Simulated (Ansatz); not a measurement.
Ba₂CaMoO₆:
```cif
data_Ba8Ca4Mo4O24
_chemical_formula_sum 'Ba8 Ca4 Mo4 O24'
_space_group_name_H-M_alt 'Fm-3m'
_space_group_IT_number 225
_space_group_name_Hall '-F 4 2 3'
_cell_length_a 8.39057
_cell_length_b 8.39057
_cell_length_c 8.39057
_cell_angle_alpha 90.000
_cell_angle_beta 90.000
_cell_angle_gamma 90.000
loop_
_atom_site_label
_atom_site_type_symbol
_atom_site_symmetry_multiplicity
_atom_site_Wyckoff_symbol
_atom_site_fract_x
_atom_site_fract_y
_atom_site_fract_z
_atom_site_occupancy
Ba1 Ba 8 c 0.25000 0.25000 0.25000 1
Ca1 Ca 4 a 0.00000 0.00000 0.00000 1
Mo1 Mo 4 b 0.50000 0.50000 0.50000 1
O1 O 24 e 0.00000 0.00000 0.27120 1
```
(The calculation used a cell of 10 atoms; values per cell refer to that cell.)

Relaxed with r²SCAN. Plane-wave PAW r²SCAN (Ansatz code) gives a gap of 2.50 eV.

What gap does HSE06 give on the same cell (Ansatz, PAW)?

3.46 eV, 0.96 eV more. The hybrid was solved on a coarser mesh and at special points; the gap given is the minimum over both.

```
k  v1 r²SCAN  c1 r²SCAN  v1 HSE06  c1 HSE06
-  ---------  ---------  --------  --------
Γ       0.00       2.86         ?         ?
X      -0.05       2.50     -0.05      3.46
L      -0.31       3.14         ?         ?
W      -0.36       3.08         ?         ?
K      -0.18       2.82         ?         ?
```

Top valence (v1) and lowest conduction level (c1) in eV from each method's valence maximum (which need not be a listed point): supply the withheld HSE06 values.


- Γ, v1 HSE06: 0.00
- Γ, c1 HSE06: 3.83
- L, v1 HSE06: -0.33
- L, c1 HSE06: 4.15
- W, v1 HSE06: -0.38
- W, c1 HSE06: 4.08
- K, v1 HSE06: -0.19
- K, c1 HSE06: 3.80

Cost on shared cores: the r²SCAN run (SCF on a 6×6×6 mesh, then bands and DOS) roughly 2.3 core-minutes, the HSE06 run (SCF on 4×4×4, then a few points) very roughly 8 core-minutes; the tasks are unlike.

The workflow started from a Materials Project entry (that database holds measured and hypothetical structures alike); the Crystallography Open Database files this formula in space group No. 225, but the cells were not matched. Its standing as an ambient phase is unchecked. Symmetry was held in the r²SCAN relaxation; its stability against distortions is not shown here. The run is not spin-polarised. No Hubbard U is applied. Scalar-relativistic: spin–orbit coupling is off unless named, which matters more the heavier the elements.

Potentials: the later of the program's two PAW sets.
